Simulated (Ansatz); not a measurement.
In plane-wave PAW PBE (Ansatz code), SiMo$_{2}$C in the hexagonal phase (P6_3/mmc; Si on 2d, Mo on 4f, C on 2a) relaxes to a = 3.103 Å, c = 12.394 Å. C has 6 nearest neighbours from 2.13 Å (octahedral). Its formation energy from the elements is -0.13 eV/atom, with no fitted shifts.

Electronic character: metallic (no gap). Gap from PBE with spin–orbit coupling: none (metallic).

The bulk modulus is 222 GPa.

The start of the workflow was typed in or built on a structure type; neither database checked (COD, Materials Project) lists it. Whether it is the stable phase at ambient conditions was not checked. Symmetry was held in the PBE relaxation; whether a distortion lowers the energy is not shown. The run is not spin-polarised. The references are the lowest solids computed at this level, not always the standard phases. Scalar-relativistic: spin–orbit coupling is off unless named, which matters more the heavier the elements.

Potentials: the earlier of the program's two PAW sets.
